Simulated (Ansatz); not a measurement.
MgAu:
```xyz
2
Lattice="3.2182 0.0000 0.0000 0.0000 3.2182 0.0000 0.0000 0.0000 3.2182" Properties=species:S:1:pos:R:3 pbc="T T T"
Mg     1.6091     1.6091     1.6091
Au     0.0000     0.0000     0.0000
```

Relaxed with LDA. Special points in fractions of this cell's reciprocal vectors: Γ (0.000, 0.000, 0.000); X (0.000, 0.500, 0.000); M (0.500, 0.500, 0.000); R (0.500, 0.500, 0.500).

### Question
List the band energies nearest the Fermi level at these points for LDA in the plane-wave PAW code Ansatz.

### Answer
In eV from the Fermi level; about four levels below and three above (degenerate sets whole), none deeper than 8.9 eV; … stands for higher levels left out; points with the same levels are listed once.

```
k                          below           above
-  -----------------------------  --------------
Γ  -6.02 -6.02 -4.11 -4.11 -4.11  5.48 5.48 5.48
X  -4.86 -4.86 -4.42 -4.01 -2.55  7.53 8.66 8.66
M        -3.33 -1.41 -1.41 -0.56    4.20 11.62 …
R  -6.10 -6.10 -6.10 -3.28 -3.28  1.94 1.94 1.94
```

Space group Pm-3m (CsCl type). The workflow started from a Materials Project entry (that database holds measured and hypothetical structures alike); the Crystallography Open Database files this formula in space group No. 221, but the cells were not matched. Its standing as an ambient phase is unchecked. Symmetry was held in the LDA relaxation; of distortions, only those at the zone centre were tested. Scalar-relativistic: spin–orbit coupling is off unless named, which matters more the heavier the elements.

Potentials: the later of the program's two PAW sets.
